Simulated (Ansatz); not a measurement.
## Notes on Te$_{2}$F

```yaml
crystal:
  lattice:
    - [6.11901, 0.00000, 0.00000]
    - [0.00000, 3.40530, 0.00000]
    - [0.00000, 0.00000, 13.70495]
  atoms:
    - { symbol: F, position: [0.54140, 0.00000, 0.98510] }
    - { symbol: F, position: [0.45860, 0.50000, 0.48510] }
    - { symbol: F, position: [0.90050, 0.50000, 0.00000] }
    - { symbol: F, position: [0.09950, 0.00000, 0.50000] }
    - { symbol: Te, position: [0.29410, 0.50000, 0.09650] }
    - { symbol: Te, position: [0.70590, 0.00000, 0.59650] }
    - { symbol: Te, position: [0.35590, 0.00000, 0.34490] }
    - { symbol: Te, position: [0.64410, 0.50000, 0.84490] }
    - { symbol: Te, position: [0.85170, 0.50000, 0.38930] }
    - { symbol: Te, position: [0.14830, 0.00000, 0.88930] }
    - { symbol: Te, position: [0.80020, 0.00000, 0.14000] }
    - { symbol: Te, position: [0.19980, 0.50000, 0.64000] }
```

Level: r2SCAN, no spin polarisation; 500 eV; 6×10×3 Γ-centred mesh; fermi-dirac occupations (width 0.0374 eV); Ansatz 0.2.0, fixed geometry.

Problem. Is there a gap?

Solution. It is a metal, with about 11 states/eV a cell as the mean within 0.25 eV of the Fermi level, mostly Te p (88 %).

Problem. What is the formation energy?

Solution. 0.00 eV an atom against the elements' usual phases (free molecules for gases, crystals otherwise, with no correction for O₂ or N₂), too near zero to call. Relaxing would lower it.

Problem. Describe some of the short contacts.

Solution. F–Te at 2.64 Å: least valence density 0.22 e/Å³ and ELF 0.14 there. F–F at 2.79 Å: least valence density 0.07 e/Å³ and ELF 0.02 there. These are pseudo-fields; inside the PAW spheres they differ from the all-electron ones.

Problem. How is the charge shared?

Solution. Bader charges in e: Te +0.31 to +0.42, F -0.73. In the mean Te gives up most and F takes most.

Problem. Is the cell too large or too small?

Solution. The pressure is -3.0 GPa (compression positive), so with the atoms held at these fractions the cell would first shrink; the forces are large, so a full relaxation may end otherwise. The principal stresses -7.1, -1.6, -0.3 GPa differ, so its shape would change too.

Origin: a known structure type with other elements, at an estimated volume, so it need not be a known compound. Caveats: many states at the Fermi level without spin polarisation, so a magnetic state may lie lower.
